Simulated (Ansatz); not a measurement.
GaAs:
```
GaAs
1.0
    0.00000     2.69674     2.69674
    2.69674     0.00000     2.69674
    2.69674     2.69674     0.00000
As Ga
1 1
Direct
  0.00000   0.00000   0.00000
  0.50000   0.50000   0.50000
```

Relaxed with PBE. Special points in fractions of this cell's reciprocal vectors: Γ (0.000, 0.000, 0.000); X (0.500, 0.000, 0.500); U (0.625, 0.250, 0.625); K (0.375, 0.375, 0.750); L (0.500, 0.500, 0.500); W (0.500, 0.250, 0.750).

Task: List the band energies nearest the Fermi level at these points for plane-wave PAW PBE with spin–orbit coupling (Ansatz code).

Result: In eV from the Fermi level; about four levels below and three above (degenerate sets whole), none deeper than 8.9 eV; points with the same levels are listed once.

```tsv
k	below	above
Γ	-0.20 -0.20 -0.15 -0.15	0.15 0.15 0.15 0.15
X	-2.61 -2.61 -2.43 -2.43	3.62 3.62 9.81 9.81
U	-1.85 -1.85 -0.47 -0.47	6.00 6.00 6.94 6.94
L	-7.57 -7.57	0.13 0.13 0.34 0.34
W	-4.35 -4.35 -4.29 -4.29	2.33 2.33 4.05 4.05
```

Space group Fm-3m (rock salt). The start of the workflow was typed in or built on a structure type; neither database checked (COD, Materials Project) lists it. It is not the phase usual at ambient conditions (space group No. 216). The cell was relaxed with PBE under the symmetry of its start; whether a distortion lowers the energy is not shown. The volume moved by 18 % from the start of the relaxation.

Potentials: the earlier of the program's two PAW sets.
